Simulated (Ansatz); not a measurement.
Β-Si3N4 (relaxed group P6_3/m) was put through Ansatz (plane waves). The geometry is the r2SCAN minimum.

The cell:
```cif
data_structure
_symmetry_space_group_name_H-M 'P 1'
_symmetry_Int_Tables_number 1
_cell_length_a 7.6057
_cell_length_b 7.6057
_cell_length_c 2.9056
_cell_angle_alpha 90.000
_cell_angle_beta 90.000
_cell_angle_gamma 120.000
_cell_volume 145.56
loop_
_atom_site_label
_atom_site_type_symbol
_atom_site_fract_x
_atom_site_fract_y
_atom_site_fract_z
_atom_site_occupancy
Si1 Si 0.23061 0.82457 0.75000 1
Si2 Si 0.40604 0.23061 0.25000 1
Si3 Si 0.82457 0.59396 0.25000 1
Si4 Si 0.17543 0.40604 0.75000 1
Si5 Si 0.59396 0.76939 0.75000 1
Si6 Si 0.76939 0.17543 0.25000 1
N1 N 0.33333 0.66667 0.75000 1
N2 N 0.66667 0.33333 0.25000 1
N3 N 0.96874 0.66968 0.75000 1
N4 N 0.29906 0.96874 0.25000 1
N5 N 0.66968 0.70094 0.25000 1
N6 N 0.33032 0.29906 0.75000 1
N7 N 0.03126 0.33032 0.25000 1
N8 N 0.70094 0.03126 0.75000 1
```

The log, with set-up remarks and timings taken out:
```
Pseudopotential: Si, paw, valence charge 4, recommended cutoff 500 eV (meta_gga)
Pseudopotential: N, paw, valence charge 5, recommended cutoff 500 eV (meta_gga)
Functional definition: r2SCAN
Crystal: 14 atoms, lattice volume = 145.562 Å³
Basis set: ecut = 500 eV, 3695 PW (Γ)
Bands: 46, of which v1, the nominal top of the filled ones, is band 32 counted from 1 (31 counted from 0)
Symmetry: 12 space group operations
k-points: 148 of 288 (irreducible under 1 space group operation, time reversal used)
SCF 1 converged in 10 iterations: F = -6930.852295 eV  dr2 = 2.83e-12
SCF 1 converged in 5 iterations: F = -6930.370065 eV  dr2 = 8.20e-8
Free energy (F): -6930.852295 eV
Fermi energy:    8.033350 eV
--- Per-component energies (eV) ---
  E_band       = 28.576226
  E_kinetic    = 1360.345284
  E_local      = -2151.267623
  E_nonlocal   = 499.174037
  E_hartree    = 724.401521
  E_xc         = -804.487671
  E_vxc        = -1003.530380
  E_paw        = -4153.307911
  E_vpaw       = -178.969472
  E_vtau       = 54.021195
  E_ewald      = -2405.014985
  E_core_change = -0.695115
--- Dielectric response (ions clamped): 3 representative field directions + reference, inside a basis on a mesh of 288 k-points ---
  ε∞ (high-frequency dielectric tensor):
        3.976760     0.000000     0.000000
        0.000000     3.976760     0.000000
        0.000000     0.000000     4.059634
  Born effective charges Z* (e; rows j = field, columns β = displacement):
    site 0:
         3.38714    0.19989    0.00000
         0.17596    3.30720    0.00000
         0.00000    0.00000    3.40496
    site 1:
         3.16444   -0.04738    0.00000
        -0.07131    3.52991    0.00000
         0.00000    0.00000    3.40496
    site 2:
         3.48994   -0.11661    0.00000
        -0.14055    3.20441    0.00000
         0.00000    0.00000    3.40496
    site 3:
         3.48994   -0.11661    0.00000
        -0.14055    3.20441    0.00000
         0.00000    0.00000    3.40496
    site 4:
         3.16444   -0.04738    0.00000
        -0.07131    3.52991    0.00000
         0.00000    0.00000    3.40496
    site 5:
         3.38714    0.19989    0.00000
         0.17596    3.30720    0.00000
         0.00000    0.00000    3.40496
    site 6:
        -2.94024   -0.05171    0.00000
         0.05171   -2.94024    0.00000
         0.00000    0.00000   -1.74761
    site 7:
        -2.94024   -0.05171    0.00000
         0.05171   -2.94024    0.00000
         0.00000    0.00000   -1.74761
    site 8:
        -2.69915   -0.68842    0.00000
        -0.69896   -2.03503    0.00000
         0.00000    0.00000   -2.82242
    site 9:
        -1.60031    0.06454    0.00000
         0.05400   -3.13388    0.00000
         0.00000    0.00000   -2.82242
    site 10:
        -2.80182    0.63969    0.00000
         0.62915   -1.93237    0.00000
         0.00000    0.00000   -2.82242
    site 11:
        -2.80182    0.63969    0.00000
         0.62915   -1.93237    0.00000
         0.00000    0.00000   -2.82242
    site 12:
        -2.69915   -0.68842    0.00000
        -0.69896   -2.03503    0.00000
         0.00000    0.00000   -2.82242
    site 13:
        -1.60031    0.06454    0.00000
         0.05400   -3.13388    0.00000
         0.00000    0.00000   -2.82242
  ε∞ is read to err by 2.6e-2, Z* by 1.6e-2 e
```

Question: What input produced it? Give the YAML.

Answer:
```yaml
crystal:
  # lattice and atoms as above
kpoints:
  mp_grid: { grid: [6, 6, 8] }
hamiltonian:
  xc: r2scan
scf:
  occupations: { method: fixed }
dielectric: {}
```
The term E_vtau belongs to a meta-GGA, which reads the kinetic-energy density. A response with clamped ions alone is the dielectric block. Keys that aren't typed take their defaults; thresholds and the kind of smearing can't be read off these lines.

It took 4.1 min on 1 × NVIDIA H100 80GB HBM3 with 2 threads of AMD EPYC 7R13 Processor (Zen 3) (shared host), load about 1.6 per core; peak host memory 6.1 GiB.

(Simulation; spin polarisation is off.)

For a response run the program warns that the ground state's bands aren't all converged, so ε∞ carries an extra error.
